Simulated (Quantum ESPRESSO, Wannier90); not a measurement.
# YN (rock salt): Wannier90 run

Cell from Materials Project (mp-2114), symmetrised, no further relaxation. COD (Crystallography Open Database) has an entry of this formula and space group (matched by these alone). Method: PBEsol plane waves in Quantum ESPRESSO 7.5 (PseudoDojo norm-conserving files, 68 Ry, no spin polarisation, no spin-orbit coupling), Bloch states on a 12×12×12 mesh through Γ, Wannier90 4.0.1. Density: 12×12×12 mesh, cold smearing 0.01 Ry. The gap is small at this level and was sampled on the meshes and a path alone.

```
begin unit_cell_cart
ang
    0.0000000000    2.4483600000    2.4483600000
    2.4483600000    0.0000000000    2.4483600000
    2.4483600000    2.4483600000    0.0000000000
end unit_cell_cart
mp_grid = 12 12 12
```

Q: Which shells of neighbouring k-points and which b-vectors and weights does Wannier90 pick for this cell and mesh?

A: 
```
 *---------------------------------- K-MESH ----------------------------------*
 +----------------------------------------------------------------------------+
 |                    Distance to Nearest-Neighbour Shells                    |
 |                    ------------------------------------                    |
 |          Shell             Distance (Ang^-1)          Multiplicity         |
 |          -----             -----------------          ------------         |
 |             1                   0.185206                      8            |
 |             2                   0.213857                      6            |
 |             3                   0.302439                     12            |
 |             4                   0.354642                     24            |
 |             5                   0.370411                      8            |
 |             6                   0.427714                      6            |
 |             7                   0.466090                     24            |
 |             8                   0.478199                     24            |
       ... (lines left out)
 +----------------------------------------------------------------------------+
 | The b-vectors are chosen automatically                                     |
 | The following shells are used:                       1                     |
 +----------------------------------------------------------------------------+
 |                        Shell   # Nearest-Neighbours                        |
 |                        -----   --------------------                        |
 |                          1               8                                 |
 +----------------------------------------------------------------------------+
 | Completeness relation is fully satisfied [Eq. (B1), PRB 56, 12847 (1997)]  |
 +----------------------------------------------------------------------------+
 |                  b_k Vectors (Ang^-1) and Weights (Ang^2)                  |
 |                  ----------------------------------------                  |
 |            No.         b_k(x)      b_k(y)      b_k(z)        w_b           |
 |            ---        --------------------------------     --------        |
 |             1         0.106928    0.106928   -0.106928    10.932596        |
 |             2         0.106928   -0.106928    0.106928    10.932596        |
 |             3        -0.106928    0.106928    0.106928    10.932596        |
 |             4         0.106928    0.106928    0.106928    10.932596        |
 |             5        -0.106928   -0.106928    0.106928    10.932596        |
 |             6        -0.106928    0.106928   -0.106928    10.932596        |
 |             7         0.106928   -0.106928   -0.106928    10.932596        |
 |             8        -0.106928   -0.106928   -0.106928    10.932596        |
```
